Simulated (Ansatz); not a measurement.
MgS:
```yaml
crystal:
  lattice:
    - [0.00000, 2.59102, 2.59102]
    - [2.59102, 0.00000, 2.59102]
    - [2.59102, 2.59102, 0.00000]
  atoms:
    - { symbol: Mg, position: [0.50000, 0.50000, 0.50000] }
    - { symbol: S, position: [0.00000, 0.00000, 0.00000] }
```

Relaxed with PBEsol. Special points in fractions of this cell's reciprocal vectors: Γ (0.000, 0.000, 0.000); X (0.500, 0.000, 0.500); U (0.625, 0.250, 0.625); K (0.375, 0.375, 0.750); L (0.500, 0.500, 0.500); W (0.500, 0.250, 0.750).

### Question
List the band energies nearest the valence-band maximum at these points for the program Ansatz at the PBEsol level (PAW).

### Answer
In eV from the valence-band maximum; about four levels below and three above (degenerate sets whole), none deeper than 8.9 eV; points with the same levels are listed once.

| k | below | above |
|---|---|---|
| Γ | 0.00 0.00 0.00 | 3.69 7.81 7.81 7.81 |
| X | -4.31 -1.73 -1.73 | 2.73 4.20 11.99 |
| U | -3.81 -3.28 -1.40 | 3.83 6.60 9.64 |
| L | -4.95 -0.61 -0.61 | 4.41 6.81 6.81 |
| W | -3.33 -3.33 -2.42 | 5.25 7.83 7.83 |

Space group Fm-3m (rock salt). The PBEsol relaxation kept the symmetry of its start; phonons on a q-mesh show no instability. The volume moved by -30 % from the start of the relaxation.

Potentials: the later of the program's two PAW sets.
